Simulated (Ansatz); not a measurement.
Data:

NbInO4:
```
NbInO4
1.0
    4.85908     0.00000     0.00000
    0.00000     5.79750     0.00000
   -0.09148     0.00000     5.15280
Nb In O
2 2 8
Direct
  0.00000   0.82166   0.75000
  0.00000   0.17834   0.25000
  0.50000   0.31874   0.75000
  0.50000   0.68126   0.25000
  0.25964   0.38120   0.40147
  0.74036   0.61880   0.59853
  0.74036   0.38120   0.09853
  0.25964   0.61880   0.90147
  0.21483   0.89735   0.43853
  0.78517   0.10265   0.56147
  0.78517   0.89735   0.06147
  0.21483   0.10265   0.93853
```

This is the r²SCAN-relaxed structure. Cartesian axes are those of the cell as given.

All from DFT-r²SCAN in the program Ansatz with PAW potentials, unless another level is named. Give the formation energy from the elements (no fitted shifts).

-2.48 eV/atom.

What about the band gap?

3.77 eV (indirect).

Next, the smallest direct gap on the standard path?

3.88 eV.

Predict the conduction-band minimum.

off the standard path, at k = (0.156, 0.000, 0.479).

Predict the valence-band maximum.

off the standard path, at k = (0.312, 0.000, -0.260).

Space group P2/c. The workflow started from a Materials Project entry (that database holds measured and hypothetical structures alike); the Crystallography Open Database files this formula in space group No. 13, but the cells were not matched. Whether it is the stable phase at ambient conditions was not checked. The r²SCAN relaxation kept the symmetry of its start; its stability against distortions is not shown here. The run is not spin-polarised. The references are the lowest solids computed at this level, not always the standard phases (solids in place of the gases). Scalar-relativistic: spin–orbit coupling is off unless named, which matters more the heavier the elements.

Potentials: the earlier of the program's two PAW sets.
